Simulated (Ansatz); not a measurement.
**Ag: settings compared (Ansatz)**

Launch command:

```bash
ansatz run input.yaml --threads 1 --pin off --max-ram 2560MiB --backend cpu --events-out ev --progress --plain --runs-dir out
```

The input file (Ansatz 0.2.0, plane waves):

```yaml
crystal:
  lattice:
    - [2.96451578, 0.0, 0.0]
    - [-1.48225789, 2.56734149, 0.0]
    - [0.0, 0.0, 4.84642681]
  atoms:
    - { symbol: Ag, position: [0.3333, 0.6667, 0.25] }
    - { symbol: Ag, position: [0.6666, 0.3333, 0.75] }
  symmetry: { tolerance: 0.0003 }
kpoints:
  mp_grid: { grid: [7, 7, 4], shift: [0, 0, 0] }
magnetization:
  spin_polarized: false
scf:
  occupations: { method: fermi_dirac }
hamiltonian:
  pseudopotentials: { kind: paw }
  xc: lda
basis:
  ecutwfc: 420
output:
  forces: true
  stress: true
  eigenvalues: true
  write_density: true
  write_potential: true
  elf: true
  volumetric_format: npy
```

Origin of the cell: a database entry, scaled a little.

The smearing width isn't typed, so it takes its default of 0.1 eV.

Output of this run (shortened):

```
SCF iter   1: F=—  HF=-14916.120977 eV  Δρ=1.41e-2  dr2=6.46e-2
SCF iter   2: F=—  HF=-14916.102886 eV  Δρ=3.30e-3  dr2=8.76e-4
SCF iter   3: F=—  HF=-14916.102591 eV  Δρ=1.42e-3  dr2=1.90e-4
SCF iter   4: F=—  HF=-14916.102541 eV  Δρ=5.60e-4  dr2=3.10e-5
SCF iter   5: F=—  HF=-14916.102533 eV  Δρ=1.10e-4  dr2=1.26e-6
SCF iter   6: F=-14916.102532 eV  HF=-14916.102532 eV  Δρ=9.94e-6  dr2=1.03e-8
SCF 1 converged in 6 iterations: F = -14916.102532 eV  dr2 = 1.03e-8
SCF converged after 6 iterations
Free energy (F): -14916.102532 eV
Harris-Foulkes:  -14916.102532 eV  (|F-HF|=4.69e-9)
Internal energy: -14916.083853 eV  (E = F + TS)
E sigma→0 (E₀):  -14916.093193 eV
Entropy (-TS):   -0.018679 eV (-9.340 meV/atom)
Fermi energy:    15.224494 eV
--- Per-component energies (eV) ---
  E_band       = -537.455010
  E_kinetic    = 1052.560930
  E_local      = -4639.322807  (includes V_loc(G=0)·N_el)
  E_nonlocal   = 173.488921
  E_hartree    = 2085.004738
  E_xc         = -365.929416
  E_vxc        = -467.329745  (∫ρ·V_xc dr)
  E_paw        = -7540.848357  (= ΣΔE_a)
  E_vpaw       = -826.866683  (= ΣTr[D̂ρ^β])
  E_aug_tail   = 0.000533  (compensation charges beyond the density's cutoff)
  E_ewald      = -5682.488009
  E_core_change = 1.449615  (= ΣΔE_core)
  E_smearing   = -0.018679  (= −TS)
  Σ components = -14916.102532   (vs F -14916.102532, Δ=0.00e0)
--- Forces (eV/Å), atoms counted from 1 ---
  atom   1  Ag     0.000000     0.000000     0.000000
  atom   2  Ag    -0.000000    -0.000000     0.000000
  max |Σ_I F_I| component: 2.31e-18 eV/Å
--- Stress (GPa, compression-positive) ---
      -13.454373      -0.000000       0.000000
       -0.000000     -13.454373       0.000000
        0.000000       0.000000     -12.633919
  P = ⅓ Tr σ = -13.1809 GPa (-131.809 kbar)
```

The same input was run again with these changes:

1. `scf.n_extra_bands` default → 4; `scf.mixing.algorithm` default → msr1; `scf.mixing.beta` default → 0.1; `scf.mixing.ndim` default → 8
2. `scf.initial_density.chi_scale` default → 0.0
3. `basis.xc_grid` default → 2; `scf.lower_state_search` default → standard; `scf.occupations.method` fermi_dirac → tetrahedron
4. `hamiltonian.xc` lda → pbesol; `hamiltonian.hubbard` default → { sites: [{ species: Ag, l: d, u_eff: 6.0 }], double_counting: amf }; `scf.mixing.algorithm` default → broyden; `scf.mixing.beta` default → 0.9

```tsv
run	end	SCF iterations	P (GPa)	max force component (eV/Å)	moment (μB)	ΔE(σ→0) (meV/atom)
base	converged	6	-13.18	0.000	–	0
1	converged	6	-13.18	0.000	–	0.00
2	converged	6	-13.18	0.000	–	0.00
3	converged	6	-13.17	0.000	–	3.47
4	converged	8	-9.09	0.000	–	–
```

Energies are compared only where functional, datasets, charge and starting cell are the same.

Caveats of the base run: the k mesh is coarse if the cell is a metal.

Run 3: forces and stress under tetrahedra may miss the slope of the energy.

The base run ran for 0.7 s on 1 thread of AMD EPYC 9R45 96-Core Processor (Zen 5), on a shared host, peak memory 0.4 GiB, from the program's own first density.
